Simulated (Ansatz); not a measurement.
ScPt3N:
```
ScPt3N
1.0
    4.18578     0.00000     0.00000
    0.00000     4.18578     0.00000
    0.00000     0.00000     4.18578
Sc Pt N
1 3 1
Direct
  0.00000   0.00000   0.00000
  0.00000   0.50000   0.50000
  0.50000   0.00000   0.50000
  0.50000   0.50000   0.00000
  0.50000   0.50000   0.50000
```

Relaxed with PBEsol. Special points in fractions of this cell's reciprocal vectors: Γ (0.000, 0.000, 0.000); X (0.000, 0.500, 0.000); M (0.500, 0.500, 0.000); R (0.500, 0.500, 0.500).

Problem. List the band energies nearest the Fermi level at these points for PBEsol with spin–orbit coupling in the plane-wave PAW code Ansatz.

Solution. In eV from the Fermi level; about four levels below and three above (degenerate sets whole), none deeper than 8.9 eV; points with the same levels are listed once.

```csv
k,below,above
Γ,-0.73 -0.73 -0.73 -0.73,1.65 1.65 1.65 1.65
X,-1.14 -1.14 -1.01 -1.01,0.66 0.66 0.67 0.67
M,-0.60 -0.60 -0.13 -0.13,0.07 0.07 1.08 1.08
R,-1.11 -1.11 -1.11 -1.11 -0.41 -0.41,0.01 0.01 0.26 0.26 0.26 0.26
```

Space group Pm-3m (anti-perovskite). The start of the workflow was typed in or built on a structure type; neither database checked (COD, Materials Project) lists it. Its standing as an ambient phase is unchecked. The cell was relaxed with PBEsol under the symmetry of its start. At this level the phase is dynamically unstable (imaginary phonons). No spin polarisation was allowed.

Potentials: the earlier of the program's two PAW sets. The files were generated under PBE; for other functionals the program regenerates the frozen cores, and for LDA and PBEsol the local potential too.
